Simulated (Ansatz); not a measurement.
RuW:
```
CELL_PARAMETERS angstrom
      2.78678     0.00000     0.00000
      0.00000     2.78678     0.00000
      0.00000     0.00000     3.79552
ATOMIC_POSITIONS crystal
  Ru 0.50000 0.50000 0.50000
  W  0.00000 0.00000 0.00000
```

Relaxed with r²SCAN. Special points in fractions of this cell's reciprocal vectors: Γ (0.000, 0.000, 0.000); X (0.000, 0.500, 0.000); M (0.500, 0.500, 0.000); Z (0.000, 0.000, 0.500); R (0.000, 0.500, 0.500); A (0.500, 0.500, 0.500).

Task: List the band energies nearest the Fermi level at these points for r²SCAN with spin–orbit coupling in the plane-wave PAW code Ansatz.

Result: In eV from the Fermi level; about four levels below and three above (degenerate sets whole), none deeper than 8.9 eV; points with the same levels are listed once.

| k | below | above |
|---|---|---|
| Γ | -1.99 -1.99 -1.29 -1.29 | 0.29 0.29 1.56 1.56 |
| X | -1.22 -1.22 -0.40 -0.40 | 0.84 0.84 2.45 2.45 |
| M | -5.59 -5.59 -5.56 -5.56 | 2.09 2.09 2.53 2.53 |
| Z | -0.77 -0.77 -0.70 -0.70 | 0.23 0.23 0.59 0.59 |
| R | -2.01 -2.01 -1.00 -1.00 | 0.40 0.40 1.07 1.07 |
| A | -2.55 -2.55 -0.44 -0.44 | 2.00 2.00 2.10 2.10 |

Space group P4/mmm (L1₀ or tetragonal B2). The cell is a constructed one: a structure type filled with these elements; neither database checked (COD, Materials Project) lists it. Whether it is the stable phase at ambient conditions was not checked. The r²SCAN relaxation kept the symmetry of its start; its stability against distortions is not shown here. No spin polarisation was allowed.

Potentials: the earlier of the program's two PAW sets.
